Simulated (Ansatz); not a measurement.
The elements of this relaxed trial crystal are hidden behind letters.

```
lattice vectors (Å)
  -1.9680    1.9680    6.5857
   1.9680   -1.9680    6.5857
   1.9680    1.9680   -6.5857
fractional positions
X 0.2500 0.7500 0.5000
X 0.7500 0.2500 0.5000
X 0.4006 0.4006 0.0000
X 0.5994 0.5994 0.0000
Z 0.0000 0.0000 0.0000
```

Computed with DFT PBE, scalar-relativistic, plane waves, PAW in Ansatz 0.2.0. Plane waves to 420 eV, a 14×14×14 mesh through Γ for the 5-atom cell and 0.10 eV Gaussian smearing; no spin polarisation.

| Property | Result |
| --- | --- |
| Space group | I4/mmm (No. 139) |
| Conventional cell | a = 3.936 Å, c = 13.171 Å |
| Volume per atom | 20.40 Å³ |
| Density | 2.33 g/cm³ |
| Formation energy | +0.07 eV/atom |
| Gap on the 14×14×14 mesh of the 5-atom cell | 0 eV (a metal) |

Energies are uncorrected and count from the elements' standard states at the same level.

Question: X is a p-block element of period 3 and Z is a p-block element of period 3. Which elements are they?

Answer: X = Al, Z = Cl, so the formula is Al4Cl. Density times volume gives a mean mass of 2.33 × 20.40/1.6605 = 28.6 u per atom, and this set has 28.7 u. Al on a site of symmetry -4m2 is surrounded by 8 Al at 2.78–2.79 Å; around Al on a site of symmetry 4mm lie 1 Al at 2.62 Å, 4 Al at 2.79 Å and 4 Cl at 3.08 Å; around Cl lie 8 Al at 3.08 Å and 8 Al at 3.84 Å. Other sets within the hints have nearly the same mass, so mass alone doesn't settle it; this one was computed.

A structure relaxed within its symmetry needn't be a true minimum.
